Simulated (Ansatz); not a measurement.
A relaxed 1×1 slab of 6 planes, cut along (110) from a fcc crystal of one element, has a cell area of 12.17 Å² and a bulk spacing of 1.467 Å between its first planes. All-electron LAPW in Ansatz 0.2.0 (PBE, scalar-relativistic, no spin polarisation) gives γ = 0.89 J/m², Φ = 4.20 eV and a change of the outer spacing of -9.4 %. The fcc structure needn't be the element's own.

Problem. Which element is it?

Solution. Ag. This is the case that was computed; others weren't tested.
